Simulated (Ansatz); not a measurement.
Starting cell, La (dhcp type, space group P6_3/mmc):

```
La
1.0
    3.78465     0.00000     0.00000
   -1.89233     3.27761     0.00000
    0.00000     0.00000    12.02942
La
4
Direct
  0.00000   0.00000   0.00000
  0.00000   0.00000   0.50000
  0.33333   0.66667   0.25000
  0.66667   0.33333   0.75000
```

Scan: atom 3 (La, nearest neighbour La at 3.717 Å; its periodic images, 3.8 Å or more away, move with it) is displaced along Cartesian [110], direction (0.707, 0.707, 0.000) in Cartesian axes, by s. The other atoms stay.

These are r2SCAN (plane waves to 500 eV, PAW, scalar-relativistic; Ansatz, a first-principles code) values and carry that method's errors. k mesh 11×11×3 (Γ-centred), Fermi-Dirac smearing 0.05 eV. Energies are smeared free energies. With partly filled bands, energies and forces of such displacements shift with the k mesh and the smearing. La is run without spin polarisation. La was relaxed with its symmetry unable to fall. The PAW data are Ansatz's earlier set. ΔE is measured from the undisplaced structure. The last digit holds for this mesh only.

```json
[
 {"s (Å)": "-0.740", "ΔE (meV/cell)": "112.6"},
 {"s (Å)": "-0.592", "ΔE (meV/cell)": "72.3"},
 {"s (Å)": "-0.444", "ΔE (meV/cell)": "39.2"},
 {"s (Å)": "-0.296", "ΔE (meV/cell)": "withheld"},
 {"s (Å)": "-0.148", "ΔE (meV/cell)": "3.7"},
 {"s (Å)": "0.000", "ΔE (meV/cell)": "0.0"},
 {"s (Å)": "0.148", "ΔE (meV/cell)": "3.5"},
 {"s (Å)": "0.296", "ΔE (meV/cell)": "15.4"},
 {"s (Å)": "0.444", "ΔE (meV/cell)": "38.6"},
 {"s (Å)": "0.592", "ΔE (meV/cell)": "76.5"},
 {"s (Å)": "0.740", "ΔE (meV/cell)": "130.0"}
]
```

Problem. Fit a polynomial form (powers 2, 3, 4) to the given rows and predict ΔE at s = -0.296.

Solution. Least squares on the 10 given rows: ΔE = (186.5)·s² + (18.19)·s³ + (65.09)·s⁴, in meV/cell with s in Å; root-mean-square residual 1.53 meV/cell. At -0.296 the fit gives 16.4 meV/cell; the calculation gives 16.2 meV/cell, so the interpolation is off by 0.2 (+1.2 %). The quadratic term alone would give 16.3 meV/cell.

(A displaced cell: forces are minus the slopes of the energy, force constants its curvatures, and phonons follow from these.)
